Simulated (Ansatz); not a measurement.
# 5 guesses for Sr4TmSi and where they end

These are results of Ansatz, DFT PBE, scalar-relativistic, plane waves, PAW, and for the lanthanide a 4f-in-core norm-conserving potential, not measurements. All cells share a 690 eV cutoff and Γ-centred k meshes spaced about 0.3 Å⁻¹ or finer (0.25 for metals, 2π included). No spin polarisation in the final relaxations.

Each guess was relaxed in cell and atoms at zero pressure, within the symmetry of its start. These are static total energies at zero pressure. Coordination counts Sr or Tm atoms around Si (for each partner element, those within 1.25 times its shortest distance or 1.15 times the sum of covalent radii, where it is the nearest in units of that sum or under 1.3; a plus sign parts groups by distance over the sum of covalent radii).

| guess | made from | start group | V start (Å³/atom) | end group | V end (Å³/atom) | coordination at the end | gap on mesh (eV) | E over the lowest end (meV/atom) |
| --- | --- | --- | --- | --- | --- | --- | --- | --- |
| 1 | random cell | I4/mmm | 26.7 | I4/mmm | 42.7 | Si 10 | 0 | 90 |
| 2 | TaAlO4 type | Cmmm | 24.9 | Cmmm | 48.5 | Si 6 | 0 | 88 |
| 3 | TbCeO4 type | P4/mmm | 23.5 | P4/mmm | 45.1 | Si 8 | 0 | 77 |
| 4 | random cell | P6/mmm | 27.2 | ? | ? | ? | ? | ? |
| 5 | random cell | R-3m | 27.5 | R-3m | 41.9 | Si 2+6 | 0 | 0 |

Guess 4 as it starts:

```
Sr Tm Si
1.0
     5.04727    0.00000    0.00000
    -2.52363    4.37106    0.00000
     0.00000    0.00000    7.40105
Sr Tm Si
4 1 1
Cartesian
  0.0000 2.9140 1.4688
  0.0000 2.9140 5.9322
  2.5236 1.4570 5.9322
  2.5236 1.4570 1.4688
  0.0000 0.0000 3.7005
  0.0000 0.0000 0.0000
```

**Question.** Predict the end of this guess and its energy over the lowest end.

**Answer.** It ends in space group P6/mmm (No. 191), with a = 5.945 Å, c = 6.952 Å, 35.5 Å³/atom and no gap. It lies 79 meV/atom over the lowest end, within the noise of guess 3 and below guess 2. Counting Sr or Tm atoms around Si, this end has Si 14 and the lowest (guess 5) has Si 2+6.

Space group P6/mmm (No. 191). a = 5.945 Å, b = 5.945 Å, c = 6.952 Å, α = 90.00°, β = 90.00°, γ = 120.00°
```csv
atom,site,symmetry,x,y,z
Sr,4h,3m.,0.3333,0.6667,0.2461
Tm,1b,6/mmm,0.0000,0.0000,0.5000
Si,1a,6/mmm,0.0000,0.0000,0.0000
```

Energies over the elements count from the elements' standard structures at the same level, with no fitted energy shifts.

**Question.** Is the lowest end bound against the elements?

**Answer.** No: its formation energy is +0.17 eV/atom. A positive value: parting into the elements would lower its energy.

For metals, differences of a few meV/atom aren't resolved. The R-3m cell has imaginary phonons, to 49i cm⁻¹ on its k mesh, which in a cell without a gap can be an artefact. Without a clear test, and held by symmetry: P4/mmm, P6/mmm, Cmmm and I4/mmm. A lower structure may well exist outside this small set. Some structure types and database cells were kept out of the candidates from the start, so a known form may be missing.

The lanthanide is trivalent by construction, without f bands, f moments or other valences. The reference runs of the other elements, and any phases without the lanthanide, used 420 eV, which shifts energies against them by under 10 meV/atom. The lanthanide's reference is the lowest of its hcp, dhcp and fcc cells.
